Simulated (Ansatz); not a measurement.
**Si: clamped-ion strain scan**

Computed with Ansatz 0.2.0, DFT LDA, scalar-relativistic, plane waves, PAW. The runs took a 420 eV cutoff, a Γ-centred 12×12×12 mesh and Gaussian smearing (0.05 eV). No spin polarisation. Energies are free energies at this smearing, counted from the undisturbed cell; pressure is positive in compression.

Zero of the scan (as given, not relaxed at this level; it stands at -1.5 GPa):

```
Si
1.0
     0.00000    2.71547    2.71547
     2.71547    0.00000    2.71547
     2.71547    2.71547    0.00000
Si
2
Direct
  0.50000 0.50000 0.50000
  0.75000 0.75000 0.75000
```

The cell is strained by ε times the Voigt pattern (0, 0, 1, 0, 0, 0) (xx, yy, zz, yz, xz, xy; engineering shear) with fractional coordinates fixed.

| ε | ΔE (meV/atom) | stress summed along the pattern (GPa, tension positive) | pressure (GPa) | gap on the mesh (eV) |
| --- | --- | --- | --- | --- |
| -0.1000 | 80.0 | -14.15 | 9.6 | 0.00 |
| -0.0750 | 41.9 | -10.39 | 6.5 | 0.00 |
| -0.0500 | 15.4 | ? | 3.6 | 0.00 |
| -0.0250 | 1.4 | -2.45 | 0.9 | 0.16 |
| 0.0000 | 0.0 | 1.49 | -1.5 | 0.47 |
| 0.0250 | 10.6 | 5.26 | -3.6 | 0.38 |
| 0.0500 | 32.7 | 8.83 | -5.5 | 0.29 |
| 0.0750 | ? | 12.18 | ? | 0.21 |
| 0.0875 | 85.8 | 13.76 | -7.9 | 0.17 |
| 0.1000 | ? | 15.29 | ? | 0.12 |

Where the gap reads zero the k-mesh, chosen for the insulator, is on the coarse side.

(1) Give the withheld values.

## Answers

(1) stress summed along the pattern (GPa, tension positive) at ε = -0.0500: -6.48; ΔE (meV/atom) at ε = 0.0750: 65.5; pressure (GPa) at ε = 0.0750: -7.1; ΔE (meV/atom) at ε = 0.1000: 108.5; pressure (GPa) at ε = 0.1000: -8.5.

Cost: 10 runs of about 0.88 core-minutes in all, on Intel Xeon Processor @ 2.70GHz (shared hosts).